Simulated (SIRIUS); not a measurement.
Input and output of a self-consistent single point for CdSe (P6_3mc, 4 atoms in the cell; from Materials Project mp-1070, changed as shown) (SIRIUS).

Method: PBE, FP-LAPW (LAPW with two local orbitals a valence shell; core below -3 Ha), all-electron full potential with ZORA scalar-relativistic valence and Dirac core (SIRIUS).

The change in words: lattice vector c scaled by 1.01. Reference geometry (P6_3mc):
```xyz
4
Lattice="4.3461 0.0000 0.0000 -2.1730 3.7638 0.0000 0.0000 0.0000 7.0898" Properties=species:S:1:pos:R:3 pbc="T T T"
Cd     2.1730     1.2546     3.5446
Cd     0.0000     2.5092     7.0895
Se     2.1730     1.2546     6.2101
Se     0.0000     2.5092     2.6651
```

Reference input (self-consistent single point, DFT, PBE, FP-LAPW (LAPW with two local orbitals a valence shell; core below -3 Ha), all-electron full potential with ZORA scalar-relativistic valence and Dirac core): parameters.ngridk = 8 8 4; basis = LAPW with two local orbitals a valence shell, core below -3 Ha; unit_cell.atom_type_rmt = {Cd: 2.4, Se: 2.36} bohr; parameters.xc_functionals = [XC_GGA_X_PBE, XC_GGA_C_PBE]; parameters.aw_cutoff = 7; parameters.pw_cutoff = 16 1/bohr; parameters.smearing = gaussian; parameters.smearing_width = 0.000367493 Ha; parameters.electronic_structure_method = full_potential_lapwlo; parameters.lmax_apw = 8; parameters.lmax_rho = 8; parameters.lmax_pot = 8. This run's input differs from it in these lines:

```diff
@@ -38,3 +38,3 @@
       [-0.4999999886, 0.8660253042, 0.0],
-      [0.0, 0.0, 1.6313145468]
+      [0.0, 0.0, 1.6476276002]
     ],
@@ -53,8 +53,8 @@
       "Cd": [
-        [2.173047173, 1.2546067454, 3.544565508],
-        [-2.173e-06, 2.5092172546, 7.089485508]
+        [2.173047173, 1.2546067454, 3.5800109631],
+        [-2.173e-06, 2.5092172546, 7.1603799631]
       ],
       "Se": [
-        [2.173047173, 1.2546067454, 6.2100617544],
-        [-2.173e-06, 2.5092172546, 2.6651417544]
+        [2.173047173, 1.2546067454, 6.2721620216],
+        [-2.173e-06, 2.5092172546, 2.6917930216]
       ]
```

Output, abridged:

```
[find] density tolerance         : 1e-06
[find] total energy tolerance    : 1e-07
[find] iter_solver_tol (initial) : 0.01
[find] iter_solver_tol (target)  : 1e-13
[find] num_dft_iter              : 100
Charges and magnetic moments
--------------------------------------------------------------------------------
atom      charge    core leakage
--------------------------------------------------------------------------------
   0   46.414406    0.000000e+00
   1   46.414406    0.000000e+00
   2   32.204623    0.000000e+00
   3   32.204623    0.000000e+00

total core leakage    : 0.00000000e+00
interstitial charge   : 6.761943
   [... lines left out ...]
[find]    3   32.399574    7.596255e-05
[find] total core leakage    : 1.55906428e-03
[find] interstitial charge   : 6.865760
[find] total charge          : 163.998438
[find] Energy
[find] smearing (-TS)                 :      -0.00000000
[find] Total energy                   :  -16052.58659344 (Ha),  -32105.17318687 (Ry)
[find] Free energy (E-TS)             :  -16052.58659344 (Ha),  -32105.17318687 (Ry)
[find] band gap (eV)                  :       0.49397407
[find] Efermi                         :       0.08617243
[find] iteration : 12, RMS (target) : 6.4042e-07 (1.0000e-06) , energy difference (target) : 1.6189e-08 (1.0000e-07)
[find] converged after 13 SCF iterations!
Warning in function "check_num_electrons" at src/density/density.cpp:1179
wrong number of electrons
  obtained value : 163.998
  target value : 164
  difference : 0.00156209
  total core leakage : 0.00155906
    atom class : 0, core leakage : 0.00070357
    atom class : 1, core leakage : 7.59625e-05
[find] Charges and magnetic moments
[find] atom      charge    core leakage
[find]    0   46.166765    7.035696e-04
[find]    1   46.166765    7.035696e-04
[find]    2   32.399574    7.596255e-05
[find]    3   32.399574    7.596255e-05
[find] total core leakage    : 1.55906428e-03
[find] interstitial charge   : 6.865760
[find] total charge          : 163.998438
[find] Energy
[find] smearing (-TS)                 :      -0.00000000
   [... lines left out ...]
[find] Free energy (E-TS)             :  -16052.58659344 (Ha),  -32105.17318687 (Ry)
[find] band gap (eV)                  :       0.49397407
   [... lines left out ...]
[find] Efermi                         :       0.08617243
[ground_state] ==== total Forces in Ha/bohr =====
[ground_state] atom:    0, force:      -0.0000000      0.0000000      0.0014219
[ground_state] atom:    1, force:       0.0000000     -0.0000000      0.0014219
[ground_state] atom:    2, force:       0.0000000     -0.0000000     -0.0012729
[ground_state] atom:    3, force:       0.0000000      0.0000000     -0.0012729
```

The run converged in 13 iterations. Against the reference run the free energy falls by 3.2 meV/atom, the largest force goes from 0.007 to 0.073 eV/Å and the gap on the mesh goes from 0.525 to 0.494 eV.

The structure comes from a collection of computed structures, made at another level of theory; the collection holds predicted forms beside known ones. Values depend on the basis (sphere radii, cutoffs, local orbitals), which need not be converged.

Cost on one core: roughly 70 core-seconds.

The gap that the log prints is read on the run's mesh, which can miss the band edges or a crossing.
